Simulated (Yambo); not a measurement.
Yambo run on K2PdBr4 (space group P4/mmm, No. 123). The wavefunctions are PBEsol (pw.x of Quantum ESPRESSO, ONCV potentials, scalar-relativistic) ones on a 2×2×2 mesh (32 occupied bands); a = 7.432 Å, b = 7.432 Å, c = 4.332 Å, α = 90.00°, β = 90.00°, γ = 90.00°.

Yambo input:

```
rim_cut
gw0
dyson
el_el_corr
HF_and_locXC
ppa
em1d
RandQpts= 1000000
RandGvec= 1 Ry
EXXRLvcs= 82 Ry
VXCRLvcs= 328 Ry
Chimod= "HARTREE"
% BndsRnXp
 5 | 335 |
%
NGsBlkXp= 7 Ry
% LongDrXp
 1.0 | 1.0 | 1.0 |
%
PPAPntXp= 27.2114 eV
% GbndRnge
 1 | 335 |
%
GTermKind= "none"
DysSolver= "n"
ExtendOut
% QPkrange
 3 | 3 | 32 | 32 |
 5 | 5 | 32 | 33 |
%
```

k points by index: 3 = X, 5 = M.

Resulting energies as the program prints them:

```
#    K-point    Band    Eo [eV]    E [eV]    E-Eo [eV]    Vxc [eV]    Vnlxc [eV]    Sc|Eo [eV]    Sc|E [eV]    dSc/dw|Eo [eV]    Re(Z)    Im(Z)
#
    3    32    0.000000    -0.952622    -0.952622    -18.53058    -23.38543    3.653013    3.902233    -7.117716    0.792659    -0.001531
    5    32    -0.028636    -0.988365    -0.959729    -18.51393    -23.38931    3.664279    3.915651    -7.126005    0.792468    -0.001546
    5    33    1.114026    2.318089    1.204062    -17.07758    -13.63498    -1.951912    -2.238541    -6.477301    0.807728    -0.001359
```
(The two width columns are left out.) Convergence of these settings isn't established.

Spin-orbit coupling is not included.

Geometry of the Materials Project entry, not relaxed at this level.
